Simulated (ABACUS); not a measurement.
Band structure of a model cell of Rh (P6_3/mmc, 2 atoms in the cell; prototype structure).

```yaml
crystal:
  lattice:
    - [2.69218, 0.00000, 0.00000]
    - [-1.34609, 2.33150, 0.00000]
    - [0.00000, 0.00000, 4.37101]
  atoms:
    - { symbol: Rh, position: [0.33333, 0.66667, 0.25000] }
    - { symbol: Rh, position: [0.66667, 0.33333, 0.75000] }
```

All values come from this method and carry its errors: LDA (PW92), numerical atomic orbitals DZP (confined pseudo-atomic orbitals with Gaussian additions; energy shift 0.003 Ry), PseudoDojo 0.4 standard norm-conserving LDA (tails mended) pseudopotentials (ABACUS).

Settings: basis = DZP numerical atomic orbitals, energy shift 0.003 Ry; KPT = Gamma 14 14 8 0 0 0; basis_type = lcao; dft_functional = PWLDA; ecutwfc = 100 Ry; smearing_method = fd; smearing_sigma = 0.00734986 Ry; potentials = PseudoDojo 0.4 standard norm-conserving LDA (tails mended); symmetry = 1; symmetry_prec = 1e-05; ks_solver = scalapack_gvx; scf_nmax = 100; scf_thr = 1.0e-07; mixing_type = broyden.

The starting geometry comes from a prototype or from typed values, not from a relaxation at this level; it need not be a known phase. The atom-centred basis is finite, which shifts total energies and pressures against plane waves.

Points are given in units of this cell's reciprocal vectors. Levels in eV from the Fermi level, bands 13 to 18:
```tsv
point	13	14	15	16	17	18
Γ (0 0 0)	-3.06	-2.54	-2.54	-1.90	-1.90	0.15
M (0.5 0 0)	-2.74	-2.27	-2.14	0.46	0.64	0.76
K (0.333 0.333 0)	-3.32	-3.32	-1.82	-0.10	-0.10	0.16
A (0 0 0.5)	-3.16	-3.16	-3.16	-3.16	-0.43	-0.43
L (0.5 0 0.5)	-1.67	-1.67	-0.30	-0.30	0.64	0.64
H (0.333 0.333 0.5)	-3.16	-3.16	-1.88	-1.88	0.22	0.22
```

5 bands cross the Fermi level along this path, so the cell has no gap at this level.

Higher empty bands are left out: an atom-centred basis made for the valence describes them poorly.

The atomic orbitals were generated for these runs; they are not ABACUS's published sets and were checked against plane waves on a few crystals only.

“Tails mended”: in these copies of the files the far tail of each local potential was reset to the Coulomb form.
